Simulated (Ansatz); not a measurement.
Input:

HfO$_{2}$ (tetragonal-ZrO2 type, space group P4_2/nmc)

```
HfO2
1.0
    3.60482     0.00000     0.00000
    0.00000     3.60482     0.00000
    0.00000     0.00000     5.26502
Hf O
2 4
Direct
  0.00000   0.00000   0.00000
  0.50000   0.50000   0.50000
  0.00000   0.50000   0.19324
  0.00000   0.50000   0.69324
  0.50000   0.00000   0.30676
  0.50000   0.00000   0.80676
```

Equation-of-state scan: isotropic scaling of the cell above, V₀ being its volume. The atoms relax within the cell's symmetry.

These are PBE (plane waves to 420 eV, PAW, scalar-relativistic; Ansatz, a quantum-chemistry and plane-wave program) values and carry that method's errors. k mesh 9×9×6 (Γ-centred), Fermi-Dirac smearing 0.05 eV. Energies are smeared free energies. Stress and pressure are positive under compression. With the shape held, the modulus is that of even scaling; a crystal free to change shape is softer. HfO2 is run without spin polarisation. HfO2 was relaxed with its symmetry unable to fall. Spin-orbit coupling is left out, though Hf is heavy. The PAW data are Ansatz's earlier set. This is a high-temperature form of HfO2. The zero of ΔE is the relaxed starting cell.

The scan covers V/V₀ from 0.940 to 1.060 in 13 points.

What pressure does the cell carry at V/V₀ = 0.940?

13.3 GPa.

What is ΔE at V/V₀ = 0.940?

26.7 meV/atom.

What is ΔE at V/V₀ = 1.060?

21.1 meV/atom.

(A scan under strain: stresses follow from slopes of the energy per volume, elastic moduli from its curvatures.)
